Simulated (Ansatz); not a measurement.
Input file for Ansatz (an electronic-structure program):

Ansatz 0.2 input:
```yaml
crystal:
  lattice:
    - [4.9513365113, 0.0, 0.0]
    - [0.0, 4.9513365113, 0.0]
    - [0.0, 0.0, 2.8496510576]
  atoms:
    - { symbol: Ta, position: [0.0, 0.0, 0.5] }
    - { symbol: Ta, position: [0.5, 0.5, 0.0] }
    - { symbol: O, position: [0.7135268893, 0.2864731107, 0.5] }
    - { symbol: O, position: [0.2864731107, 0.7135268893, 0.5] }
    - { symbol: O, position: [0.2135268893, 0.2135268893, 0.0] }
    - { symbol: O, position: [0.7864731107, 0.7864731107, 0.0] }
kpoints:
  mp_grid: { grid: [8, 8, 14] }
hamiltonian:
  xc: pbesol
  pseudopotentials: { kind: paw }
scf:
  occupations: { method: fermi_dirac, width: 0.1 }
phonons:
  method: dfpt
  response_accuracy: low
  eigenvectors: true
  rigid_motions: translations
```

Output (shortened):

```
Pseudopotential: Ta, paw, valence charge 13
Pseudopotential: O, paw, valence charge 6
Functional definition: PBEsol
Crystal: 6 atoms, lattice volume = 69.861 Å³
Basis set: ecut = 420 eV, 1413 PW (Γ), exchange–correlation on 72×72×40 points (8 copies of the dense FFT grid, shifted against one another)
Bands: 31, of which v1, the nominal top of the filled ones, is band 25 counted from 1 (24 counted from 0)
Symmetry: 16 space group operations
k-points: 272 of 896 (irreducible under 2 space group operations, time reversal used)
SCF iter   1: F=—  HF=-21862.114882 eV  |F-HF|=—  |Δ(HF+E_count)|=         —  Δρ=1.73e-2  dr2=1.55e-1  ethr=1.77e-3  ⟨swp⟩=5.7  Hψ=36049  notcnv=0  defer=4
preconditioner: auto → LDOS
SCF iter   2: F=—  HF=-21862.107883 eV  |F-HF|=—  |Δ(HF+E_count)|=   7.00e-3  Δρ=1.58e-2  dr2=1.15e-1  ethr=3.09e-4  ⟨swp⟩=2.0  Hψ=16856  notcnv=0
SCF iter   3: F=—  HF=-21862.077680 eV  |F-HF|=—  |Δ(HF+E_count)|=   3.02e-2  Δρ=7.06e-4  dr2=2.12e-4  ethr=2.30e-4  ⟨swp⟩=2.0  Hψ=14364  notcnv=0
SCF iter   4: F=—  HF=-21862.077751 eV  |F-HF|=—  |Δ(HF+E_count)|=   7.07e-5  Δρ=1.15e-4  dr2=6.46e-6  ethr=4.25e-7  ⟨swp⟩=2.0  Hψ=12919  notcnv=0
SCF iter   5: F=—  HF=-21862.077752 eV  |F-HF|=—  |Δ(HF+E_count)|=   5.94e-7  Δρ=3.30e-5  dr2=3.26e-7  ethr=1.29e-8  ⟨swp⟩=2.3  Hψ=13124  notcnv=0
SCF iter   6: F=—  HF=-21862.077752 eV  |F-HF|=—  |Δ(HF+E_count)|=   1.33e-7  Δρ=6.06e-6  dr2=1.47e-8  ethr=6.52e-10  ⟨swp⟩=2.1  Hψ=13958  notcnv=0
SCF iter   7: F=—  HF=-21862.077752 eV  |F-HF|=—  |Δ(HF+E_count)|=  2.36e-10  Δρ=1.46e-6  dr2=7.63e-10  ethr=2.94e-11  ⟨swp⟩=2.0  Hψ=12278  notcnv=0
SCF iter   8: F=—  HF=-21862.077752 eV  |F-HF|=—  |Δ(HF+E_count)|=  1.35e-10  Δρ=2.49e-7  dr2=2.29e-11  ethr=1.53e-12  ⟨swp⟩=2.0  Hψ=13083  notcnv=0
SCF iter   9: F=-21862.077752 eV  HF=-21862.077752 eV  |F-HF|=7.28e-12  |Δ(HF+E_count)|=    0.00e0  Δρ=3.97e-8  dr2=8.36e-13  ethr=1.00e-12  ⟨swp⟩=6.0  Hψ=38233  notcnv=0
SCF 1 converged in 9 iterations: F = -21862.077752 eV  dr2 = 8.36e-13
DFPT response loops at Γ: preconditioner auto → Kerker (q_TF=auto, 2.580 Å⁻¹) (partly filled bands, converged f_vac=0.036) …
SCF converged after 9 iterations
Free energy (F): -21862.077752 eV
Harris-Foulkes:  -21862.077752 eV  (|F-HF|=7.28e-12)
Internal energy: -21861.999803 eV  (E = F + TS)
E sigma→0 (E₀):  -21862.038777 eV
Entropy (-TS):   -0.077949 eV (-12.992 meV/atom)
Fermi energy:    13.724009 eV
--- Per-component energies (eV) ---
  E_band       = -335.201236
  E_kinetic    = 1432.110211
  E_local      = -2827.448314  (includes V_loc(G=0)·N_el)
  E_nonlocal   = 227.411490
  E_hartree    = 993.464218
  E_xc         = -724.073963
  E_vxc        = -779.874656  (∫ρ·V_xc dr)
  E_paw        = -17155.588302  (= ΣΔE_a)
  E_vpaw       = -374.338593  (= ΣTr[D̂ρ^β])
  E_aug_tail   = 0.010197  (compensation charges beyond the density's cutoff)
  E_ewald      = -3808.453783
  E_core_change = 0.568445  (= ΣΔE_core)
  E_smearing   = -0.077949  (= −TS)
  E_closure    = 0.000000  (closes the sum)
  Σ components = -21862.077752   (vs F -21862.077752, Δ=0.00e0)
  [band-id]    e_kinetic+e_local+e_nonlocal+2·e_hartree+e_vxc+e_vpaw+e_augmentation_tail = -335.201230   (vs E_band -335.201236, Δ=5.97e-6)
--- Band table (eV; the first three rows and the last of 272) ---
  k-point 0: bands = ["-55.8268", "-55.8212", "-22.6578", "-22.6578", "-22.3589", "-22.3589", "-21.9793", "-21.9478", "-7.5338", "-6.6176", "-5.5452", "-5.5452", "4.1629", "4.7023", "5.3688", "7.4999", "7.4999", "8.0169", "8.0169", "9.2480", "9.6925", …
  k-point 1: bands = ["-55.8239", "-55.8184", "-22.6510", "-22.6510", "-22.3509", "-22.3509", "-22.0311", "-22.0010", "-7.4680", "-6.5719", "-5.5767", "-5.5767", "4.2869", "4.7945", "5.4355", "7.1932", "7.1932", "8.3010", "8.3010", "8.9790", "9.6203", …
  k-point 2: bands = ["-55.8158", "-55.8107", "-22.6323", "-22.6323", "-22.3282", "-22.3282", "-22.1741", "-22.1478", "-7.2826", "-6.4464", "-5.6660", "-5.6660", "4.6335", "5.0469", "5.6329", "6.7757", "6.7757", "8.3476", "8.6555", "8.6555", "9.0393", …
  k-point 271: bands = ["-55.7669", "-55.7669", "-22.9458", "-22.9458", "-22.5288", "-22.5288", "-22.1856", "-22.1856", "-6.2645", "-6.2645", "-5.8886", "-5.8886", "5.7881", "5.7881", "5.9026", "5.9026", "6.8418", "6.8418", "7.0701", "7.0701", "9.0154", …
--- Phonons (Γ-DFPT): 4 representative perturbations + reference, on 272 of 896 k-points (Σ response iterations 11) ---
  ASR residual: 4.999e-4 → 0.000e0 eV/Å²; symmetrization residual: 1.096e-5 eV/Å²
  ASR residual per site (eV/Å²): 5.00e-4 5.00e-4 1.29e-4 1.29e-4 1.29e-4 1.29e-4
  Γ frequencies (cm⁻¹): 0.00 0.00 0.00 92.79 119.61 235.47 235.47 255.93 262.38 262.38 387.85 398.46 451.80 451.80 586.25 595.19 595.19 688.34
  non-analytic LO–TO correction: not included (Born effective charges unavailable; polar crystals: no LO–TO splitting at Γ)
```

Cost: about 2.3 core-minutes (a rough figure) on shared cores.

Space group P4_2/mnm (rutile). The workflow started from a Materials Project entry (that database holds measured and hypothetical structures alike); the Crystallography Open Database copy checked does not list it. Its standing as an ambient phase is unchecked. Symmetry was held in the PBEsol relaxation; of distortions, only those at the zone centre were tested. No spin polarisation was allowed. As this level gives no gap, phonon frequencies hold no LO–TO term and depend on the k-mesh and smearing (Fermi–Dirac, 0.1 eV here). Spin–orbit coupling is left out wherever it is not named.

Potentials: the later of the program's two PAW sets.

Ansatz is a plane-wave DFT program.
